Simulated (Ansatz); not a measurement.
**Notes on Os**

```
Os
1.0
     2.71987    0.00000    0.00000
    -1.35994    2.35548    0.00000
     0.00000    0.00000    4.29722
Os
2
Direct
  0.33333 0.66667 0.25000
  0.66667 0.33333 0.75000
```

Method: PBE, no spin polarisation; PAW, plane waves to 420 eV, 14×14×8 Γ-centred mesh, fermi-dirac occupations (width 0.0153 eV) (Ansatz 0.2.0), atoms fixed.

At the Fermi level: It is a metal, with about 1.2 states/eV a cell as the mean within 0.25 eV of the Fermi level, mostly Os d (93 %).
Contacts: Os–Os at 2.66 Å: least valence density 0.51 e/Å³ and ELF 0.42 there. Both are smooth PAW fields, read partly inside the augmentation spheres.
Stress: The pressure is 15.8 GPa (compression positive), so with the atoms held at these fractions the cell would first expand.

Origin: a database entry at a rescaled volume. Caveats: atoms or cell far from equilibrium.
